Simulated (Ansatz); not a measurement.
## Squeezing Zr (sc type)

```
Zr
1.0
     2.87241    0.00000    0.00000
     0.00000    2.87241    0.00000
     0.00000    0.00000    2.87241
Zr
1
Cartesian
  0.0000 0.0000 0.0000
```

The cell comes from a relaxation on PAW files under the same functional, begun from a prototype that needn't be the stable phase.

Its volume is scaled at fixed shape and fractional positions.

Level of theory: DFT with PBEsol, scalar-relativistic, in Ansatz 0.2.0; a Γ-centred 13×13×13 k mesh, Fermi–Dirac smearing of 0.1 eV, no spin polarisation. LAPW: all electrons, basis error target 1 meV/atom; PAW: frozen-core files, cutoff 420 eV; crystal datasets: all electrons, by PAW datasets that the program makes for each cell; norm-conserving: pseudopotentials, cutoff 898 eV; PAW (core large): files with a larger core, cutoff 420 eV.

Energies are extrapolated to zero smearing and count from the unscaled cell; pressure is positive in compression; gaps take the mesh and a band path. No temperature or zero-point motion is included.

The PAW files were made under PBE. The structure type is held throughout; the real material can change phase at far lower pressure.

```tsv
V/V0	V (Å³/atom)	P LAPW (GPa)	ΔE LAPW (eV/atom)	P PAW − LAPW (GPa)	ΔE PAW − LAPW (meV/atom)
1.00	23.70	-0.02	0.000	-0.02	0.0
0.92	21.80	7.01	0.038	-0.02	-0.3
0.84	19.91	17.14	0.174	-0.03	-0.6
0.76	18.01	32.3	?	-0.05	-1.1
0.68	16.12	56.9	0.966	-0.06	-1.7
0.60	14.22	98.7	1.859	-0.04	-2.3
0.52	12.32	172.6	?	-0.04	-2.9
0.45	10.66	288.7	5.752	-0.04	-3.2
```

(1) What belongs in the row "0.52", column "ΔE LAPW (eV/atom)"?

(2) What belongs in the row "0.76", column "ΔE LAPW (eV/atom)"?

(3) Fit the Vinet equation to the LAPW pressures over the whole range, with residuals weighted by 1/(|P| + 0.03·Pmax).

(4) From the table, what is the rise of the enthalpy H = E + pV up to the last row, and how stiff is the crystal between the last two rows?

(5) At the smallest volume, how far do crystal datasets and norm-conserving and PAW (core large) lie from LAPW in pressure?

(6) How do the Löwdin populations by LAPW change from the unscaled cell to the last row?

## Answers

(1) 3.421.

(2) 0.455.

(3) V0 = 23.75 Å³/atom, B0 = 62.4 GPa and B0′ = 4.77, and the fit misses no point by more than 7.2 GPa. A fit over so wide a range pins B0 less well than one near rest.

(4) ΔH = 5.752 eV + (288.7 GPa × 10.66 Å³ + 0.02 GPa × 23.70 Å³) × 0.006242 eV/(GPa·Å³) = 24.97 eV/atom, of which pV makes 77 %. The mean bulk modulus there is −ΔP/Δln V = 803 GPa.

(5) crystal datasets: 0.00 GPa; norm-conserving: +3.10 GPa; PAW (core large): -0.04 GPa, on a LAPW pressure of 288.7 GPa.

(6) Zr 4s 1.94 → 1.76, Zr 5s 0.77 → 0.45, Zr 4p 5.94 → 5.71, Zr 4d 3.30 → 4.05 electrons an atom. These are projections on the shells that the free atoms fill; 0.05 e a cell lies outside them at the start and 0.05 e at the end.
